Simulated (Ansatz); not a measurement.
NiAu:
```yaml
crystal:
  lattice:
    - [2.82508, 0.00000, 0.00000]
    - [0.00000, 2.82508, 0.00000]
    - [0.00000, 0.00000, 7.05895]
  atoms:
    - { symbol: Au, position: [0.00000, 0.50000, 0.34393] }
    - { symbol: Au, position: [0.50000, 0.00000, 0.65607] }
    - { symbol: Ni, position: [0.00000, 0.50000, 0.90702] }
    - { symbol: Ni, position: [0.50000, 0.00000, 0.09298] }
```
The run is spin-polarised; directions of the spins, atom by atom: 0 0 ↑ ↑.

This is the r²SCAN-relaxed structure.

Q: All from plane-wave PAW r²SCAN (Ansatz code), unless another level is named. Predict the formation energy from the elements (no fitted shifts).

A: 8.4 kJ/mol of atoms.

Q: Give the density of states at the Fermi level.

A: 0.74 states/eV per atom (mean over ±0.08 eV).

Space group P4/nmm. The start of the workflow was typed in or built on a structure type; neither database checked (COD, Materials Project) lists it. Its standing as an ambient phase is unchecked. Symmetry was held in the r²SCAN relaxation; its stability against distortions is not shown here. Magnetic state: ferromagnetic, chosen from 2 collinear starts compared on coarse meshes (ties went to the first, and starts can fall back to one state), not a proven ground state. Other orbital occupations within this spin state were not tried. The references are the lowest solids computed at this level, not always the standard phases. Spin–orbit coupling is left out wherever it is not named.

Potentials: the earlier of the program's two PAW sets.
